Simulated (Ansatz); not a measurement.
WC2:
```cif
data_C4W2
_chemical_formula_sum 'W2 C4'
_space_group_name_H-M_alt 'P 1'
_space_group_IT_number 1
_cell_length_a 3.23193
_cell_length_b 3.23193
_cell_length_c 9.09688
_cell_angle_alpha 90.000
_cell_angle_beta 90.000
_cell_angle_gamma 120.000
loop_
_space_group_symop_operation_xyz
  'x, y, z'
loop_
_atom_site_label
_atom_site_type_symbol
_atom_site_fract_x
_atom_site_fract_y
_atom_site_fract_z
_atom_site_occupancy
W1 W 0.33333 0.66667 0.25000 1
W2 W 0.66667 0.33333 0.75000 1
C1 C 0.33333 0.66667 0.84218 1
C2 C 0.66667 0.33333 0.34218 1
C3 C 0.66667 0.33333 0.15782 1
C4 C 0.33333 0.66667 0.65782 1
```

This is the LDA-relaxed structure.

Task: All from DFT-LDA in the program Ansatz with PAW potentials, unless another level is named. Predict the electronic character.

Result: metallic (no gap).

Task: What about the formation energy from the elements (no fitted shifts)?

Result: 1.41 eV/atom.

Task: What about the density of states at the Fermi level?

Result: 0.20 states/eV per atom (mean over ±0.08 eV).

Space group P6_3/mmc. The start of the workflow was typed in or built on a structure type; neither database checked (COD, Materials Project) lists it. Whether it is the stable phase at ambient conditions was not checked. The LDA relaxation kept the symmetry of its start. At this level the phase is dynamically unstable (imaginary phonons). No spin polarisation was allowed. Its formation energy is positive at this level, so the cell may be metastable or incomplete. A crystal of weakly bound layers computed without a dispersion correction: the cell and the soft elastic constants depend strongly on that. The references are the lowest solids computed at this level, not always the standard phases. Spin–orbit coupling is left out wherever it is not named.

Potentials: the earlier of the program's two PAW sets. The files were generated under PBE; for other functionals the program regenerates the frozen cores, and for LDA and PBEsol the local potential too.
